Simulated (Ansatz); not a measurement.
E(M) for Mo (Im-3m)

```yaml
crystal:
  lattice:
    - [-1.57342, 1.57342, 1.57342]
    - [1.57342, -1.57342, 1.57342]
    - [1.57342, 1.57342, -1.57342]
  atoms:
    - { symbol: Mo, position: [0.00000, 0.00000, 0.00000] }
```

The source of the geometry is a structure as deposited in COD; atoms and cell stay fixed.

Functional, mesh and filling: PBE, 17×17×17 k mesh, Fermi–Dirac smearing of 0.05 eV. PAW means Ansatz 0.2.0 on its default frozen-core files; LAPW is all-electron LAPW in Ansatz 0.2.0. Site moments are integrated in spheres about the atoms, whose radii differ between the methods. Start moments of the first PAW run (μB): Mo 1.5.

The total moment M of the cell is held by giving each spin its own Fermi level. Half their difference over μB is the field that would hold M, so μB·B = dF/dM. Energies count from each method's free run. The held moment starts spread evenly over Mo.

**Question.** Does the cell keep a net moment when the moments are free, and how does its energy change with a held moment?

**Answer.** The free run has no net moment (M = 0.00 μB). 
```tsv
M (μB/cell)	ΔF PAW (meV/cell)	ΔF LAPW (meV/cell)	B, PAW (T)	largest site moment, PAW (μB)	pressure, PAW (GPa)
0.00	0.0	–	–	0.00	3.7
0.10	+8.6	+8.6	+2697	0.07	3.7
0.20	+29.2	+29.1	+4412	0.15	3.7
0.35	+81.5	+81.5	+7853	0.26	4.0
0.50	+160.4	+160.3	+10306	0.37	4.8
0.75	+338.6	–	+14154	0.55	6.5
1.00	+566.0	+566.0	+17076	0.74	9.1
1.40	+994.4	–	+19688	1.05	15.2
```

**Question.** Check μB·B = dF/dM between M = 0.10 and 0.20 μB with the PAW numbers.

**Answer.** ΔF/ΔM = +20.6 meV / 0.10 = +206.2 meV per μB, which is +3562 T with μB = 0.05788 meV/T. The mean of the two holding fields is +3555 T. The slope equals the mean of B over the step, so the two agree where B(M) is nearly straight between its ends, and here they lie within a tenth of each other.

Separate runs put a uniform field on the spins (g = 2):

| field (T) | M PAW (μB/cell) | M LAPW (μB/cell) |
| --- | --- | --- |
| 500 | 0.015 | 0.015 |
| 1000 | 0.031 | 0.031 |

The Ansatz runs typed with the search for lower states off end where their start leads. These are results for the start and cell typed. The real compound can order otherwise, in a larger cell, or not at all, since semilocal functionals at zero temperature often overstate magnetism.
